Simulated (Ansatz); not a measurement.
## Data sheet: Os (DFT)

Os (fcc (Cu type), Fm-3m), a = 3.8023 Å, b = 3.8023 Å, c = 3.8023 Å, α = 90.00°, β = 90.00°, γ = 90.00°; the cell used has 1 atom.

Space group Fm-3m (No. 225), fcc (Cu type); conventional cell a = b = c = 3.8023 Å, α = β = γ = 90.00°.

Method: plane-wave PAW LDA (Ansatz code). Geometry: relaxed at this level of theory. Other levels are named where they apply.

### Cell and energy

| Quantity | Result |
|---|---|
| Volume per atom | 13.74 Å³ |
| Density | 22.99 g/cm³ |

### Electronic structure

| Quantity | Result |
|---|---|
| Electronic character | metallic (no gap) |
| Density of states at the Fermi level | 0.70 states/eV per atom (mean over ±0.08 eV) |

### Mechanics

| Item | Result |
|---|---|
| Bulk modulus (Birch–Murnaghan fit) | 440 GPa |
| Pressure derivative B′ | 4.7 |
| Elastic constants (relaxed ions, GPa) | C11 = 677, C12 = 324, C44 = 354 |
| Mechanical stability | stable (all eigenvalues of C positive) |
| Hill bulk and shear moduli | 441 and 268 GPa |
| Young's modulus | 668 GPa |
| Poisson's ratio | 0.25 |
| Debye temperature from the elastic constants | 471 K |

The workflow started from an entry of the Crystallography Open Database (COD), which files this formula under 2 space groups. It is not the phase usual at ambient conditions (space group No. 194). The LDA relaxation kept the symmetry of its start; its stability against distortions is not shown here. The run is not spin-polarised. As this level gives no gap, shear constants depend on the k-mesh and smearing (Fermi–Dirac, 0.1 eV here). Spin–orbit coupling is left out wherever it is not named.

Potentials: the later of the program's two PAW sets.
